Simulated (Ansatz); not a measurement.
## RuS2: gradients before and after relaxing the atoms

Start: a structure deposited in the COD, atoms as given.

Space group Pa-3 (No. 205); a = 5.5700 Å.

```
site  Wyckoff  site symmetry       x       y       z
  Ru       4a           .-3.  0.0000  0.0000  0.0000
   S       8c            .3.  0.6250  0.6250  0.6250
```

One atom of each set is listed.

Method: Kohn–Sham DFT in Ansatz, PBE, plane waves and PAW, scalar-relativistic, collinear spin, 420 eV cutoff, Γ-centred 6×6×6 k-points, Fermi–Dirac smearing 0.05 eV. Start moments as typed (μB): 2 on each Ru, none on the rest.

The largest force at the start is 1.2 eV/Å. Relaxing the ions at fixed cell moves them by 0.114 Å at most (atom 5, S) and 0.093 Å rms.

| site | moved (Å) | first shell before | first shell after | V_zz before (10²¹ V/m²) | η before |
| --- | --- | --- | --- | --- | --- |
| Ru | 0.000 | 6 S at 2.31 Å | 6 S at 2.33 Å | -6.36 | 0.00 |
| S | 0.114 | 3 Ru at 2.31 Å, 1 S at 2.41 Å | 1 S at 2.18 Å, 3 Ru at 2.33 Å | 11.77 | 0.00 |

Question: How do the gradients change?

Answer: 

| site | V_zz after | η after | change of V_zz |
| --- | --- | --- | --- |
| Ru | -4.80 | 0.00 | +1.56 |
| S | 14.50 | 0.00 | +2.73 |

The largest change of V_zz is on S, from 11.77 to 14.50. In per cent, |V_zz| changes by -25 on Ru, +23 on S (all sites that start above 2). The electronic state changes along with the positions (a gap opens), so the changes aren't those of geometry alone.

Without spin–orbit coupling (the program notes it for Ru) the gradients can shift somewhat, as the gap is small. With these PAW files V_zz is typically within 2 to 3 % of all-electron values, but misses above 10 % occur on Ru. The start moments die out, and the run ends without spin.
Before: At this cell the PBE pressure is 10 GPa, so with PBE the cell would grow if it were relaxed. The entry's cell may itself be off. The run finds no gap above 0.1 eV (a metal, or nearly one), so the gradients can move by 10 % or more with the k-mesh. Semilocal functionals make gaps too small and can close them, so the real compound need not be a metal.
After: At this cell the PBE pressure is 8 GPa, so with PBE the cell would grow if it were relaxed.
